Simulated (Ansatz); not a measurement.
Consider the following.

LaScO2F:
```
LaScO2F
1.0
    4.10599     0.00000     0.00000
    0.00000     4.10599     0.00000
    0.00000     0.00000     3.99335
La Sc O F
1 1 2 1
Direct
  0.50000   0.50000   0.50000
  0.00000   0.00000   0.00000
  0.50000   0.00000   0.00000
  0.00000   0.50000   0.00000
  0.00000   0.00000   0.50000
```

This is the PBEsol-relaxed structure.

Question: All from PBEsol in the plane-wave PAW code Ansatz, unless another level is named. Predict the bulk modulus (Birch–Murnaghan fit).

Answer: 1420 kbar.

Question: Give the highest zone-centre frequency.

Answer: 637 cm⁻¹.

Space group P4/mmm. The start of the workflow was typed in or built on a structure type; neither database checked (COD, Materials Project) lists it. Whether it is the stable phase at ambient conditions was not checked. Symmetry was held in the PBEsol relaxation. At this level the phase is dynamically unstable (imaginary phonons). No spin polarisation was allowed. The volume moved by -21 % from the start of the relaxation. With an odd number of electrons in the cell and no spin polarisation, the count alone makes it a metal. As this level gives no gap, phonon frequencies hold no LO–TO term and depend on the k-mesh and smearing (Fermi–Dirac, 0.1 eV here). Scalar-relativistic: spin–orbit coupling is off unless named, which matters more the heavier the elements.

Potentials: the earlier of the program's two PAW sets. The files were generated under PBE; for other functionals the program regenerates the frozen cores, and for LDA and PBEsol the local potential too.
